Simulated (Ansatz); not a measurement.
One crystal and one scan (scan of one atom of the cell) at two levels, PBE (plane waves to 420 eV, PAW, scalar-relativistic; Ansatz, an electronic-structure program) and r2SCAN (plane waves to 500 eV, PAW, scalar-relativistic; Ansatz), each from its own relaxed cell and on its own mesh.

The crystal is TiSi2 (C49 type, space group Cmcm); one Si atom of a 6-atom cell moves by s along Cartesian [111], with its periodic images.

The energy includes the smearing's −TS. The PAW data are Ansatz's earlier set. This is one of several known forms of TiSi2; the measured ambient cells at hand have space group No. 70. TiSi2 is run without spin polarisation. TiSi2 was relaxed with its symmetry unable to fall. (PBE) Left out: 1 of 11 points, with atoms too close for the PAW data. (r2SCAN) Left out: 1 of 11 points, with atoms too close for the PAW data. With partly filled bands, energies and forces of such displacements shift with the k mesh and the smearing.

```json
[
 {"quantity": "Lattice constant a (Å)", "run 1": "3.527", "run 2": "3.546"},
 {"quantity": "Lattice constant b (Å)", "run 1": "13.52", "run 2": "13.57"},
 {"quantity": "Lattice constant c (Å)", "run 1": "3.566", "run 2": "3.580"},
 {"quantity": "Relaxed volume (Å³/atom)", "run 1": "14.17", "run 2": "14.35"},
 {"quantity": "Force constant k = d²E/ds² at s = 0 (finite differences) (eV/Å²)", "run 1": "10.92", "run 2": "10.12"}
]
```

### Question
Which run is which level?

### Answer
Run 2 is PBE, run 1 is r2SCAN. PBE gives the higher value for: lattice constant a; lattice constant b; lattice constant c; relaxed volume. PBE gives the lower value for: force constant k = d²E/ds² at s = 0. Both give the same shape of the curve: a single well with its minimum at or next to zero displacement.

(A displaced cell: forces are minus the slopes of the energy, force constants its curvatures, and phonons follow from these.)
